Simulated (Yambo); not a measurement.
Consider the following.

```
AlN
1.0
    3.17539     0.00000     0.00000
   -1.58769     2.74997     0.00000
    0.00000     0.00000     4.92060
N Al
2 2
Direct
  0.66667   0.33333   0.88400
  0.33333   0.66667   0.38400
  0.66667   0.33333   0.49600
  0.33333   0.66667   0.99600
```

Workflow: norm-conserving PBEsol (Quantum ESPRESSO, 84 Ry, scalar-relativistic), then G0W0 in Yambo (6×6×4 Γ-centred k mesh, 78 bands and a 8 Ry block in the screening, 78 bands in G with the Bruneval-Gonze terminator, plasmon pole fitted at 27.2 eV).

### Question
Give the PBEsol and G0W0 gaps between the band edges found on this mesh, and say where the edges lie.

### Answer
Edges: Γ → Γ. PBEsol: 3.70 eV; G0W0: 5.12 eV. Convergence of the G0W0 settings was not tested. 

Geometry strained from the cell relaxed with PBEsol, atoms relaxed again.
